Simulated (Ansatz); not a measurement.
Ca3BiP:
```
Ca3BiP
1.0
    5.40648     0.00000     0.00000
    0.00000     5.40648     0.00000
    0.00000     0.00000     5.40648
Ca Bi P
3 1 1
Direct
  0.00000   0.50000   0.50000
  0.50000   0.00000   0.50000
  0.50000   0.50000   0.00000
  0.00000   0.00000   0.00000
  0.50000   0.50000   0.50000
```

Relaxed with r²SCAN. Special points in fractions of this cell's reciprocal vectors: Γ (0.000, 0.000, 0.000); X (0.000, 0.500, 0.000); M (0.500, 0.500, 0.000); R (0.500, 0.500, 0.500).

Q: List the band energies nearest the valence-band maximum at these points for r²SCAN in the plane-wave PAW code Ansatz.

A: In eV from the valence-band maximum; about four levels below and three above (degenerate sets whole), none deeper than 8.9 eV; points with the same levels are listed once.

```
k                                below           above
-  -----------------------------------  --------------
Γ     -1.99 -1.99 -1.99 0.00 0.00 0.00  0.64 0.95 0.95
X              -1.86 -1.86 -0.99 -0.99  1.58 1.79 1.80
M              -2.03 -1.34 -1.34 -0.94  2.03 2.03 2.15
R  -3.27 -3.27 -3.27 -1.77 -1.77 -1.77  2.30 2.30 2.30
```

Space group Pm-3m (anti-perovskite). The first step of the workflow began from a Materials Project structure, measured or hypothetical; the Crystallography Open Database copy checked does not list it. Its standing as an ambient phase is unchecked. Symmetry was held in the r²SCAN relaxation; whether a distortion lowers the energy is not shown. Scalar-relativistic: spin–orbit coupling is off unless named, which matters more the heavier the elements.

Potentials: the later of the program's two PAW sets.
